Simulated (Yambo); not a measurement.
Yambo run on K2CO3 (space group C2/c, No. 15). The wavefunctions are PBEsol (Quantum ESPRESSO, PseudoDojo norm-conserving, 84 Ry, no spin-orbit coupling) ones on a 2×2×2 mesh (40 occupied bands); a = b = 5.742 Å, c = 6.706 Å, α = β = 95.34°, γ = 121.68°.

Yambo input:

```
rim_cut
HF_and_locXC
RandQpts= 1000000
RandGvec= 1 Ry
EXXRLvcs= 84 Ry
VXCRLvcs= 336 Ry
% QPkrange
 1 | 1 | 40 | 41 |
 3 | 3 | 40 | 41 |
 4 | 4 | 40 | 41 |
 5 | 5 | 40 | 41 |
 6 | 6 | 40 | 41 |
 7 | 7 | 40 | 41 |
 8 | 8 | 40 | 41 |
%
```

k points by index: 1 = Γ, 3 = (0, -0.5, 0), 4 = (0, -0.5, -0.5), 5 = (-0.5, -0.5, 0), 6 = (-0.5, -0.5, -0.5), 7 = (0.5, 0, 0), 8 = (0.5, 0, 0.5).

Resulting energies as the program prints them:

```
#    K-point    Band    Eo [eV]    Ehf [eV]    Vxc [eV]    Vnlxc [eV]
#
    1    40    0.000000    -6.131854    -19.80064    -25.93249
    1    41    4.010220    8.270662    -8.644011    -4.383570
    3    40    -0.184558    -6.287718    -19.38573    -25.48889
    3    41    5.093937    10.54542    -14.33965    -8.888162
    4    40    -0.176745    -6.266196    -19.38237    -25.47182
    4    41    5.089011    10.51821    -14.41797    -8.988773
    5    40    -0.109844    -6.209878    -19.51897    -25.61900
    5    41    5.220935    10.79251    -14.88656    -9.314990
    6    40    -0.223015    -6.295928    -19.20734    -25.28025
    6    41    5.406579    10.97088    -15.26786    -9.703562
    7    40    -0.184558    -6.287719    -19.38573    -25.48890
    7    41    5.093936    10.54541    -14.33963    -8.888155
    8    40    -0.176744    -6.266205    -19.38237    -25.47183
    8    41    5.089010    10.51821    -14.41797    -8.988773
```
Exchange alone, without screening.

Geometry of the Materials Project entry, not relaxed at this level.
